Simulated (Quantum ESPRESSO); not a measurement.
Simulation results for AlSi6P (made-up cell)

Computed with Quantum ESPRESSO 7.5. Calculation on a made-up crystal cell, not a measurement: periodic Kohn-Sham density functional theory in plane waves with PseudoDojo standard norm-conserving scalar-relativistic pseudopotentials, each functional with its own files (v0.5 for PBE, v0.4.1 for LDA and PBEsol), no spin polarisation, no spin-orbit coupling, atoms not relaxed, stress positive in tension, energies less a fixed whole-eV offset for each atom's element; levels are Kohn-Sham levels at fractions of this cell's reciprocal vectors, counted from the reference band (half the neutral cell's valence electrons, rounded up) at Gamma; error bars cover cutoff and k-mesh only, not smearing or the files; added strain carries the atoms with the cell, and shear is the tensor component; each bar is the largest change over components, and at least 0.002 eV, 0.002 eV per angstrom or 0.02 GPa; energies are for the whole cell, and the offsets were chosen from early runs and are not element reference energies.

```json
{"formula": "AlSi6P", "kind": "made-up cell", "unstrained_structure": {"cell_angstrom": [[5.418, -0.0316, -0.0141], [-0.0316, 5.3154, 0.0691], [-0.0141, 0.0691, 5.2651]], "atoms_fractional": [["Si", 0.00928, 0.00542, 0.00096], ["Si", 0.0135, 0.4964, 0.49902], ["Si", 0.49867, -0.0049, 0.49896], ["P", 0.51325, 0.49947, -0.0068], ["Si", 0.25661, 0.2522, 0.24979], ["Si", 0.23962, 0.7592, 0.75691], ["Al", 0.7545, 0.25193, 0.7519], ["Si", 0.75984, 0.74186, 0.24642]]}, "given": {"lattice_type": "zincblende/diamond", "functional": "pbe", "cutoff [eV]": 599, "fermi_dirac_smearing [eV]": 0.1, "scf_tolerance [eV]": 1e-07, "electrons_removed": 0, "added_strain_kind": "zz", "added_strain": -0.0229, "k_mesh": "6 x 6 x 6, shifted by half a step", "structure_shown": "before the added strain of -0.0229", "atom_site": [1, 2, 3, 4, 5, 6, 7, 8], "atom_energy_offset [eV]": [-115, -115, -115, -189, -115, -115, -64, -115]}, "results": {"stress_xy [GPa]": null, "fermi_level [eV]": null}}
```

Q: AlSi6P (made-up cell): stress xy?
A: -0.3879 GPa

Q: Estimate the fermi level of AlSi6P (made-up cell).
A: 0.05128 eV

Further results for AlSi6P (made-up cell):

- free energy less offsets: 1.467 eV
- smearing term minus ts: -0.0214 eV
- scf iterations: 10
- pressure: 11.76 GPa
- stress xx: -9.959 GPa
- stress yy: -11.61 GPa
- stress zz: -13.7 GPa
- stress yz: 1.531 GPa
- stress xz: -0.1278 GPa
- reference band: 16
- error bar energy: 0.002 eV
- error bar stress: 0.02 GPa
- error bar force: 0.003871 eV/Å
- error bar next band up: 0.002 eV
- error bar fermi level: 0.003488 eV
- error bars from: tighter rerun of a related cell

Forces:
```tsv
site	x (eV/Å)	y (eV/Å)	z (eV/Å)
1	-0.0793	-0.2454	0.6112
2	0.2623	0.3286	-0.2446
3	0.6397	-0.4543	-0.3056
4	-0.9882	0.6799	0.3632
5	0.354	0.2012	-0.04274
6	0.8783	-0.6899	-0.2973
7	-0.4929	-0.3867	-0.5717
8	-0.5737	0.5666	0.4875
```

Levels:
```tsv
level k point	next band up (eV)
Gamma	0.08886
(1/2,1/2,1/2)	0.4486
(0.15,0,0)	0.173
(0,0.15,0)	0.07071
(0,0,0.15)	-0.1181
```
